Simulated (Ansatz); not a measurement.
Given:

BP:
```
BP
1.0
    3.06568     0.00000     0.00000
   -1.53284     2.65496     0.00000
    0.00000     0.00000     5.07829
B P
2 2
Cartesian
  0.00000   0.00000   0.00000
  0.00000   0.00000   2.53915
  0.00000   1.76997   1.26957
  1.53284   0.88499   3.80872
```

This is the PBE-relaxed structure.

Task: All from PBE in the plane-wave PAW code Ansatz, unless another level is named. Give the electronic character.

Result: metallic (no gap).

Task: Predict the formation energy from the elements (no fitted shifts).

Result: 0.76 eV/atom.

Task: What about the density of states at the Fermi level?

Result: 0.26 states/eV per atom (mean over ±0.08 eV).

Space group P6_3/mmc (NiAs type). The cell is a constructed one: a structure type filled with these elements; neither database checked (COD, Materials Project) lists it. It is not the phase usual at ambient conditions (space group No. 216). The cell was relaxed with PBE under the symmetry of its start; its stability against distortions is not shown here. The references are the lowest solids computed at this level, not always the standard phases.

Potentials: the later of the program's two PAW sets.
